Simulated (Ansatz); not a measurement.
## MgRh: energy along a strain

MgRh, Pm-3m, a = 3.099 Å (as given, not relaxed at this level: -1.0 GPa). The structure is a COD entry; whether it is the stable form wasn't checked. Ansatz: r2SCAN, PAW, 500 eV, Γ-centred 16×16×16 mesh on 2 atoms, Gaussian smearing 0.15 eV; no spin polarisation. Cell vectors (Å): 3.099 0.000 0.000; 0.000 3.099 0.000; 0.000 0.000 3.099. The cell is strained by x per cent times the pattern (0 0 0 0 1 0) in the order xx yy zz yz xz xy (engineering shears), with fractional coordinates held. y is the free energy over the start, V0 = 14.884 Å³/atom. Symmetry makes y even in x. Points with a strain past 8.5 % were computed too (4) and aren't used here.

| x (%) | y (meV/atom) |
| --- | --- |
| -7.50 | 19.97 |
| 0.00 | 0.00 |
| 1.87 | ? |
| 3.75 | 5.00 |
| 5.62 | 11.21 |

Task: Fit y = c2 x² + c4 x⁴ to the other rows, get the stiffness along the pattern, and predict the missing energy.

Result: Least squares on the rows shown. y = 0.35516 x² − 2.7369×10⁻⁶ x⁴. The clamped-ion stiffness p·C·p = 2 × 3.552 eV × 160.2 / 14.884 Å³ = 76 GPa, which is C55 in these axes (C44 of the cubic crystal) (second derivative at the start, which stands under stress). At x = 1.87 the fit asked for gives 1.24 meV/atom. The run gave 1.24 meV/atom, the same to the digits shown.